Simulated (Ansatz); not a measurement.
## Stress against strain in ScPd

```
CELL_PARAMETERS angstrom
3.28300 0.00000 0.00000
0.00000 3.28300 0.00000
0.00000 0.00000 3.28300
ATOMIC_POSITIONS crystal
Sc 0.50000 0.50000 0.50000
Pd 0.00000 0.00000 0.00000
```

Atom numbers follow the list: Sc1, Pd2.

The cell is COD entry 1523179, as deposited and not checked against the literature; nothing was relaxed.

Spin polarisation is left out, and whether a magnetic state lies lower isn't shown here.

These are results of Ansatz 0.2.0, DFT, PBEsol, all-electron LAPW, scalar-relativistic, not measurements.

Numerical set-up: a Γ-centred 12×12×12 k mesh, Fermi–Dirac smearing of 0.05 eV, basis error target 0.25 meV/atom, no spin polarisation.

The strain is applied along the Cartesian axes of the cell as listed (γ is the engineering shear, twice εxy = εyz = εzx). Fractional coordinates are held (clamped ions).

σ is the change of stress from the unstrained cell, which is at -1.67 GPa; tension is positive, so slopes are stress–strain coefficients at that pressure. In a metal the k mesh adds noise.

Only quantities that a quadratic follows smoothly over the whole series are listed; rougher ones are left out.

```
      γ  σxy (GPa)
-0.0200      -0.95
-0.0100      -0.46
 0.0000       0.00
 0.0200       0.86
```

**Question.** Fit the series and read off the stiffness at zero strain.

**Answer.** Least-squares fits y = p0 + p1 x + p2 x² to the rows give σxy (GPa): p1 = 45.2, p2 = -120. So C44 (clamped ions) = 45 GPa.

**Question.** One run, at γ = 0.0100, is withheld. Predict its row.

**Answer.** The fits give 0.44; the run gave 0.44.
